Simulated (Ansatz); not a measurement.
## Formation energy of CsAg (NaTl type)

```
CELL_PARAMETERS angstrom
0.00000 4.10138 4.10138
4.10138 0.00000 4.10138
4.10138 4.10138 0.00000
ATOMIC_POSITIONS crystal
Cs 0.12500 0.12500 0.12500
Cs 0.87500 0.87500 0.87500
Ag 0.37500 0.37500 0.37500
Ag 0.62500 0.62500 0.62500
```

The cell comes from a relaxation on PAW files under the same functional, begun from a prototype that needn't be the stable phase.

All numbers are PBEsol results (scalar-relativistic) from Ansatz 0.2.0, with a Γ-centred 6×6×6 k mesh, Fermi–Dirac smearing of 0.05 eV, no spin polarisation. Methods: LAPW: all electrons, basis error target 0.5 meV/atom; PAW: frozen-core files, cutoff 420 eV.

The elements are taken as Ag fcc, Cs bcc, each relaxed on PAW files under the same functional and computed by the same method as the compound; zero-point and thermal terms are left out.

Spin–orbit coupling is left out, which matters for the heavy atoms. The PAW files were made under PBE.

(1) What is the formation energy by LAPW, and how far do the other methods lie from it?

(2) Give the LAPW value for one formula unit in kJ/mol.

(3) What Bader charges does the PAW density give?

Answers

(1) 0.225 eV/atom; PAW 0.0 meV/atom. The compound is unstable against these elements; other compounds of the system weren't compared.

(2) 0.225 eV/atom × 2 atoms × 96.485 kJ/(mol·eV) = 43.4 kJ/mol, at zero temperature and without zero-point motion.

(3) Cs1 +0.60 e, Ag3 -0.60 e.
